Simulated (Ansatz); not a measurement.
## In started on a Ga site in cubic perovskite LaGaO3, 40 atoms, charge 0

Theory: DFT, PBEsol, PAW, plane waves (Ansatz).

Command:

```sh
ansatz run in.yaml --threads 8 --pin off --max-ram 13300MiB --runs-dir r --events-out ev --progress --plain
```

The input less its lattice and atoms:

```yaml
crystal:
  symmetry: { detect: false }
kpoints:
  mp_grid: { grid: [1, 1, 1], shift: [0.25, 0.25, 0.25] }
hamiltonian:
  xc: pbesol
scf:
  occupations: { method: fermi_dirac, width: 0.01 }
relax:
  f_tol: 0.03
  max_steps: 80
  escape_saddle: false
  adjacent_minimum: "off"
output:
  forces: true
  eigenvalues: true
  populations: true
```

Start:

```xyz
40
Lattice="7.7293 0.0000 0.0000 0.0000 7.7293 0.0000 0.0000 0.0000 7.7293" Properties=species:S:1:pos:R:3 pbc="T T T"
La    7.6963    0.0002    7.7157
La    0.0129    7.7290    3.8244
La    0.0135    3.8412    7.7067
La    7.7109    3.8678    3.8579
La    3.8419    0.0255    7.7098
La    3.8528    7.6942    3.8391
La    3.8346    3.8523    7.7281
La    3.8534    3.8489    3.8615
In    1.9358    1.8931    1.9283
Ga    1.9166    1.9303    5.7677
Ga    1.9275    5.7891    1.9579
Ga    1.9493    5.7881    5.7725
Ga    5.8137    1.9504    1.9565
Ga    5.7926    1.9289    5.8206
Ga    5.7894    5.7802    1.8711
Ga    5.7662    5.8146    5.8184
O     1.9353    1.9211    7.6964
O     1.9444    1.9381    3.8761
O     1.8872    5.7821    7.7050
O     1.9341    5.7899    3.8655
O     5.7893    1.9259    7.7222
O     5.8063    1.9457    3.8673
O     5.8295    5.7928    7.7280
O     5.8006    5.7989    3.8862
O     7.7099    1.9369    1.9397
O     0.0077    1.9198    5.8033
O     0.0237    5.7848    1.9584
O     7.7279    5.7962    5.7769
O     3.8779    1.9226    1.9420
O     3.8779    1.9175    5.7995
O     3.8468    5.8334    1.9480
O     3.9138    5.7585    5.7876
O     1.9389    7.7029    1.9256
O     1.9361    7.7126    5.7962
O     1.9402    3.8418    1.9308
O     1.9204    3.8927    5.7817
O     5.7278    0.0047    1.9258
O     5.7828    7.7255    5.8047
O     5.7877    3.8751    1.9497
O     5.7930    3.8857    5.8037
```

Steps:

```
 step  energy less the first (eV)  largest force component (eV/Å)
start                       0.000                           3.472
    1                      -0.421                           1.269
    2                      -1.204                           1.257
    3                      -2.951                           0.542
    4                      -3.703                           0.257
    5                      -3.800                           0.079
    6                      -3.963                           0.122
    7                      -3.980                           0.010
```

A structure on the way, about -3.70 eV from the start:

```xyz
40
Lattice="7.7293 0.0000 0.0000 0.0000 7.7293 0.0000 0.0000 0.0000 7.7293" Properties=species:S:1:pos:R:3 pbc="T T T"
La    7.7023    7.6975    7.7286
La    7.6917    7.7109    3.8469
La    7.7077    3.9023    7.6703
La    7.7041    3.8585    3.9163
La    3.8857    7.7044    7.6604
La    3.8514    7.6808    3.9247
La    3.9007    3.8783    0.0071
La    3.8836    3.8972    3.8617
In    1.9329    1.9270    1.9244
Ga    1.9325    1.9345    5.7963
Ga    1.9268    5.7913    1.9228
Ga    1.9258    5.7905    5.7963
Ga    5.7901    1.9250    1.9258
Ga    5.7965    1.9267    5.7885
Ga    5.7960    5.7948    1.9366
Ga    5.8028    5.7962    5.7912
O     2.3848    1.8833    7.6341
O     1.4850    1.9650    3.9491
O     1.5465    5.8322    7.7135
O     2.3113    5.7610    3.8756
O     5.3780    1.9559    7.7124
O     6.2189    1.9003    3.8761
O     6.1330    5.7559    7.7183
O     5.4394    5.8352    3.8669
O     7.6354    2.2035    1.5136
O     7.7112    1.7222    6.1998
O     7.7100    5.4855    2.2750
O     7.7203    6.0089    5.4476
O     3.9574    1.6373    2.3456
O     3.8768    2.1522    5.3921
O     3.8777    6.0828    1.5733
O     3.8644    5.5872    6.1379
O     1.5477    7.6277    1.9893
O     2.1904    7.7186    5.7394
O     2.3067    3.9537    1.8815
O     1.6556    3.8703    5.8422
O     6.1364    7.7139    1.8888
O     5.5417    7.7196    5.8275
O     5.4727    3.8683    1.9729
O     6.0319    3.8708    5.7569
```

End:

```
La In Ga O
1.0
     7.72931    0.00000    0.00000
     0.00000    7.72931    0.00000
     0.00000    0.00000    7.72931
La In Ga O
8 1 7 24
Direct
  0.99440 0.00565 0.01443
  0.99500 0.01444 0.51715
  0.99689 0.51957 0.00409
  0.99672 0.51456 0.51768
  0.50239 0.98424 0.98131
  0.50217 0.97931 0.49495
  0.50409 0.48439 0.98190
  0.50474 0.49322 0.48465
  0.24956 0.24943 0.24953
  0.24954 0.24942 0.74953
  0.24956 0.74943 0.24952
  0.24955 0.74942 0.74950
  0.74955 0.24943 0.24950
  0.74955 0.24943 0.74953
  0.74954 0.74945 0.24953
  0.74955 0.74942 0.74953
  0.29889 0.21175 0.98731
  0.20017 0.28707 0.51176
  0.21693 0.78994 0.99841
  0.28218 0.70888 0.50064
  0.70055 0.22606 0.99752
  0.79854 0.27280 0.50153
  0.78119 0.77183 0.99964
  0.71791 0.72708 0.49939
  0.98754 0.28378 0.19365
  0.99798 0.21191 0.78960
  0.99837 0.69821 0.27215
  0.99887 0.77670 0.71716
  0.51158 0.21516 0.30546
  0.50111 0.28693 0.70949
  0.50072 0.80069 0.22691
  0.50023 0.72214 0.78185
  0.19986 0.98740 0.28937
  0.28261 0.99772 0.70966
  0.29923 0.51146 0.20970
  0.21651 0.50113 0.78942
  0.79587 0.99872 0.27229
  0.71602 0.99811 0.72699
  0.70325 0.50018 0.22673
  0.78305 0.50075 0.77206
```

The run converged.

Time: 14 s of wall time on 8 threads of an EPYC 9R45 processor, on a host shared with other runs; peak host memory 1.1 GiB.

Problem. How much energy did the relaxation gain, and which atom moved most?

Solution. 3.98 eV in 7 steps, from a start with small random displacements (the gain also holds any tilting of the ideal host); atom 25 (O) moved 0.52 Å, the median atom 0.31 Å (drift of the whole cell removed).

The one k point has no symmetry partners, which can distort the end along one axis.
